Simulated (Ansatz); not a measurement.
The relaxed structure here is a generated cell of Cr2N: the first start was made by placing the elements on the sites of a structure type, and the end was not matched to a known phase here, so it may be hypothetical.

One starting cell of Cr2N (a generated cell, Cr2N placed in the AFLOW prototype AB2_mC6_12_a_i (C34, as in Te2Au)) was relaxed twice with Ansatz (plane waves, PAW, scalar-relativistic): with PBEsol at 420 eV and with PBE at 420 eV. The PBEsol result:

```cif
data_Cr2N
_chemical_formula_sum 'N1 Cr2'
_space_group_name_H-M_alt 'P 1'
_space_group_IT_number 1
_cell_length_a 2.80198
_cell_length_b 2.80198
_cell_length_c 4.17733
_cell_angle_alpha 90.000
_cell_angle_beta 90.000
_cell_angle_gamma 120.000
loop_
_space_group_symop_operation_xyz
  'x, y, z'
loop_
_atom_site_label
_atom_site_type_symbol
_atom_site_fract_x
_atom_site_fract_y
_atom_site_fract_z
_atom_site_occupancy
N1 N 0.00000 0.00000 0.00000 1
Cr1 Cr 0.33333 0.66667 0.24679 1
Cr2 Cr 0.66667 0.33333 0.75321 1
```

```
quantity                          PBEsol    PBE
--------------------------------  ------  -----
space group                        P-3m1  P-3m1
volume (Å³/atom)                    9.47   9.79
a (Å)                              2.802  2.833
c (Å)                              4.177  4.225
gap (eV, no spin-orbit coupling)    0.00   0.00
```

Both levels end in the same structure; PBE's volume is 3.4 % larger. Neither column is exact.

No spin polarisation in the result. The relaxed primitive cell holds an odd number of electrons. A magnetic state may lie lower.

The run could not lose the symmetry of its start; a randomly shaken copy of 6 atoms returns to this structure.

Ansatz is an electronic-structure program.
